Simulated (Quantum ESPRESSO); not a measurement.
# Band energies of LaOF

```
CELL_PARAMETERS angstrom
      2.02113     1.16690     6.72590
     -2.02113     1.16690     6.72590
      0.00000    -2.33380     6.72590
ATOMIC_POSITIONS crystal
  O  0.62271 0.62271 0.62271
  O  0.37729 0.37729 0.37729
  F  0.87066 0.87066 0.87066
  F  0.12934 0.12934 0.12934
  La 0.74190 0.74190 0.74190
  La 0.25810 0.25810 0.25810
```

norm-conserving PBEsol (Quantum ESPRESSO, 110 Ry, without SOC); path ΓLB1,BZΓX,QFP1Z,LP; energies in eV from the valence-band maximum.

```csv
k (1/Å),point,band 20,band 21,band 22,band 23,band 24,band 25,band 26,band 27
0.00,Γ,-1.35,-1.35,-1.19,-1.19,-0.45,4.54,5.22,5.32
0.46,,-1.35,-1.26,-1.06,-0.83,-0.46,4.58,5.14,5.23
0.91,L,-1.36,-1.23,-0.63,-0.49,-0.42,4.48,4.95,5.07
1.10,,-1.30,-1.22,-0.84,-0.57,-0.21,4.40,4.92,5.08
1.49,B1,-1.18,-1.09,-1.01,-0.91,-0.01,4.21,4.91,5.13
1.49,B,-1.18,-1.09,-1.01,-0.91,-0.01,4.21,4.91,5.14
1.88,,-1.56,-1.33,-0.94,-0.60,-0.46,4.66,5.03,5.08
2.47,Z,-1.38,-1.38,-1.24,-1.24,-0.67,4.78,5.24,5.26
2.93,Γ,-1.35,-1.35,-1.19,-1.19,-0.45,4.54,5.22,5.25
3.47,,-1.46,-1.17,-1.10,-0.71,-0.46,4.54,5.11,5.24
3.82,,-1.25,-1.06,-1.02,-0.83,-0.05,4.26,4.90,5.25
4.00,X,-1.15,-1.11,-0.96,-0.96,0.00,4.20,4.90,5.21
4.00,Q,-1.15,-1.11,-0.96,-0.96,0.00,4.20,4.90,5.15
4.24,,-1.21,-1.11,-0.92,-0.69,-0.18,4.38,4.95,5.07
4.49,F,-1.16,-1.15,-0.72,-0.56,-0.43,4.52,5.00,5.00
4.49,P1,-1.23,-1.18,-0.70,-0.53,-0.43,4.52,5.00,5.01
4.63,,-1.33,-1.24,-0.78,-0.51,-0.51,4.60,5.02,5.04
4.91,,-1.54,-1.39,-1.04,-0.84,-0.48,4.80,5.10,5.12
5.33,Z,-1.38,-1.38,-1.24,-1.24,-0.67,4.78,5.24,5.25
5.33,L,-1.36,-1.23,-0.63,-0.49,-0.42,4.48,4.95,5.08
5.65,P,-1.23,-1.18,-0.70,-0.53,-0.43,4.52,5.00,5.01
```

The PBEsol gap is direct, 4.20 eV at X. Another valence and conduction extremum on the path lies within 0.02 eV, too close to call.

The 4f states are in the valence at their DFT position.

Geometry of the Materials Project entry, not relaxed at this level.
